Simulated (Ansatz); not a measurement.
Data:

C:
```cif
data_C2
_chemical_formula_sum 'C2'
_space_group_name_H-M_alt 'P 1'
_space_group_IT_number 1
_cell_length_a 2.49712
_cell_length_b 2.49712
_cell_length_c 2.49712
_cell_angle_alpha 60.000
_cell_angle_beta 60.000
_cell_angle_gamma 60.000
loop_
_space_group_symop_operation_xyz
  'x, y, z'
loop_
_atom_site_label
_atom_site_type_symbol
_atom_site_fract_x
_atom_site_fract_y
_atom_site_fract_z
_atom_site_occupancy
C1 C 0.50000 0.50000 0.50000 1
C2 C 0.75000 0.75000 0.75000 1
```

This is the LDA-relaxed structure.

All from plane-wave PAW LDA (Ansatz code), unless another level is named. Predict the smallest direct gap on the standard path.

5.62 eV.

And the conduction-band minimum?

on the Γ–X line, 73 % of the way from Γ (6 equivalent valleys).

Give the valence-band maximum.

at Γ.

Space group Fd-3m (diamond). The LDA relaxation kept the symmetry of its start.

Potentials: the earlier of the program's two PAW sets.
